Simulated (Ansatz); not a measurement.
InMo3C (anti-perovskite, space group No. 221), DFT-PBE in the program Ansatz with PAW potentials, all energies at zero smearing, with the estimated change up to a 700 eV cutoff added, with one set of potentials and settings (totals compare only within such a set). Cell of 5 atoms (1 In, 3 Mo, 1 C): -20716.168 eV.

```csv
element,reference phase,E (eV/atom)
In,"I4/mmm, 1 atoms in the cell",-5597.9156
Mo,"Im-3m, 1 atoms in the cell",-4956.0557
C,"P6_3/mmc, 4 atoms in the cell",-250.9463
```

Formation energy per atom, worked out: (-20716.168 − 1×(-5597.9156) − 3×(-4956.0557) − 1×(-250.9463))/5 = 0.172 eV/atom (17 kJ per mol of atoms), at 0 K, without zero-point energy or fitted corrections.

Space group Pm-3m (anti-perovskite). The start of the workflow was typed in or built on a structure type; neither database checked (COD, Materials Project) lists it. Its standing as an ambient phase is unchecked. Symmetry was held in the PBE relaxation; its stability against distortions is not shown here. The run is not spin-polarised. Its formation energy is positive at this level, so the cell may be metastable or incomplete. The references are the lowest solids computed at this level, not always the standard phases.

Potentials: the earlier of the program's two PAW sets.
